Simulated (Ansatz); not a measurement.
## FeGe$_{2}$ (I4/mcm): electronic heat capacity from the density of states

All numbers below come from DFT PBEsol, scalar-relativistic, plane waves, PAW (Ansatz 0.2.0).

Settings: cutoff 420 eV, Γ-centred mesh 10×10×10 on the computed 6-atom cell, Gaussian smearing of 0.10 eV; collinear spin from starting moments 1.28 1.28 0 0 0 0 μB.

Relaxed cell: I4/mcm, a = 5.807 Å, b = 5.807 Å, c = 4.880 Å, α = 90.00°, β = 90.00°, γ = 90.00°, 6 atoms in the primitive cell. Whether it is the stable form of this composition wasn't checked.

The density of states at the Fermi level is 2.676 states/eV in the cell of 6 atoms (2 formula units; both spins, tetrahedra on a 15×15×15 mesh). The run ends with a moment of 2.12 μB a cell (largest on a site 1.16 μB), and the figure is for this state; a paramagnetic sample can have a quite different one. Another magnetic order, if the compound takes it, can change N(E_F) and the shape of the cell a good deal.

**Question.** What Sommerfeld coefficient does this give?

**Answer.** Per formula unit N(E_F) = 1.338 states/eV. γ = (π²/3) k_B² N(E_F) N_A = 2.357 mJ/(mol K²) per state/eV, so γ = 3.2 mJ/(mol K²), a mole of formula units. This is the bare band result: a measured γ of the same phase and magnetic order is as a rule larger by a factor 1 + λ from phonons and spin fluctuations. N(E_F) at one energy is sensitive to the mesh where the density of states has sharp peaks.

Only parallel moments were tried here.

Only this magnetic start was tried.

Cost: 1 run of about 3.6 core-minutes, on Intel Xeon Platinum 8259CL (Skylake/Cascade Lake) (shared hosts).